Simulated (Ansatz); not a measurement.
# Rb2YInCl6: zone-centre modes

Level of theory: DFT PBEsol, scalar-relativistic, plane waves, PAW in Ansatz 0.2.0. The runs took a 420 eV cutoff, a Γ-centred 4×4×4 mesh and Gaussian smearing (0.05 eV). No spin polarisation.

Reference structure (relaxed at this level; it needn't be the usual structure):

```
Rb Y In Cl
1.0
     0.00000    5.56931    5.56931
     5.56931    0.00000    5.56931
     5.56931    5.56931    0.00000
Rb Y In Cl
2 1 1 6
Direct
  0.75000 0.75000 0.75000
  0.25000 0.25000 0.25000
  0.00000 0.00000 0.00000
  0.50000 0.50000 0.50000
  0.76635 0.23365 0.23365
  0.23365 0.23365 0.76635
  0.23365 0.76635 0.76635
  0.23365 0.76635 0.23365
  0.76635 0.23365 0.76635
  0.76635 0.76635 0.23365
```

Harmonic modes by finite displacements of 0.02 Å, without the LO–TO term.

At this geometry, is the structure stable against these modes?

No: 9 modes are unstable, the strongest at 60i cm⁻¹.

List the wavenumbers in cm⁻¹.

60i, 60i, 60i, 39i, 39i, 39i, 29i, 29i, 29i, 0, 0, 0, 12, 12, 12, 61, 61, 61, 99, 99, 99, 126, 126, 126, 229, 229, 243, 243, 243, 283.

Cost: 1 run of about 1.9 core-minutes, on Intel Xeon Platinum 8259CL (Skylake/Cascade Lake) (shared hosts).